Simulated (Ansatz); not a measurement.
Bi:
```
Bi
1.0
    0.00000     3.61682     3.61682
    3.61682     0.00000     3.61682
    3.61682     3.61682     0.00000
Bi
2
Direct
  0.00000   0.00000   0.00000
  0.25000   0.25000   0.25000
```

Relaxed with r²SCAN. Special points in fractions of this cell's reciprocal vectors: Γ (0.000, 0.000, 0.000); X (0.500, 0.000, 0.500); U (0.625, 0.250, 0.625); K (0.375, 0.375, 0.750); L (0.500, 0.500, 0.500); W (0.500, 0.250, 0.750).

Task: List the band energies nearest the Fermi level at these points for DFT-r²SCAN in the program Ansatz with PAW potentials.

Result: In eV from the Fermi level; about four levels below and three above (degenerate sets whole), none deeper than 8.9 eV; points with the same levels are listed once.

| k | below | above |
|---|---|---|
| Γ | -7.90 -1.43 -1.43 -1.43 | 0.93 0.93 0.93 |
| X | -3.13 -3.13 -0.36 -0.36 | 4.59 4.59 6.36 6.36 |
| U | -3.60 -2.88 -0.45 | 1.16 3.44 3.71 |
| L | -2.44 -2.25 -2.25 | 2.04 2.04 4.11 |
| W | -3.39 -3.39 | 0.70 0.70 3.07 3.07 |

Space group Fd-3m (diamond). The start of the workflow was typed in or built on a structure type; neither database checked (COD, Materials Project) lists it. It is not the phase usual at ambient conditions (space group No. 166). The r²SCAN relaxation kept the symmetry of its start. At this level the phase is mechanically unstable. Spin–orbit coupling is left out wherever it is not named.

Potentials: the later of the program's two PAW sets.
